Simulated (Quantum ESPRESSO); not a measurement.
# Where does O sit best among S sites?

The results below are calculated, not measured. They come from pw.x of Quantum ESPRESSO 7.5, a plane-wave density functional program, with PseudoDojo standard norm-conserving files (v0.5 for PBE, v0.4.1 for LDA and PBEsol). The cells are made up: elements, strain and atom displacements were drawn at random, and nothing was relaxed. There is no spin polarisation, spin-orbit coupling or dispersion term.

The cell has 8 sites of a wurtzite lattice (rectangular cell). Sites 1 to 4 hold Zn Zn Zn Zn; sites 5 to 8 hold X X X X. Cell vectors in Å: (4.026, 0.000, 0.000); (0.000, 6.973, 0.000); (0.000, 0.000, 6.575). Settings: PBE, cutoff 1143 eV, 4 x 4 x 4 k mesh shifted by half a step, Fermi-Dirac smearing of 0.025 eV.

In each run one of the sites marked X holds O and the others hold S; cell and positions stay the same. E is the free energy of the cell.

| site of the guest | first shell | mean distance (Å) | E above the lowest (eV) | P (GPa) | force on the guest (eV/Å) |
| --- | --- | --- | --- | --- | --- |
| 5 | Zn4 | 2.484 | 0.352 | -9.41 | 0.152 |
| 6 | Zn4 | 2.493 | 0.536 | -9.06 | 0.058 |
| 7 | Zn4 | 2.410 | 0.000 | -10.13 | 0.396 |
| 8 | Zn4 | 2.486 | 0.461 | -9.18 | 0.130 |

A rerun of one of these cells at 1437 eV and k mesh 6 x 6 x 6 moved values by no more than 0.017 eV in the cell's energy, 0.12 GPa in stress and 0.005 eV/Å in force.

## Reading the table

Site 7 is lowest, by 0.352 eV, over three times the rerun's bound. A straight line of energy against the mean distance has a slope of 5.9 ± 1.1 eV/Å, so the guest costs less on the tighter sites. The positions are random and not relaxed, so the differences hold for this frozen cell and are not site preferences of a real crystal.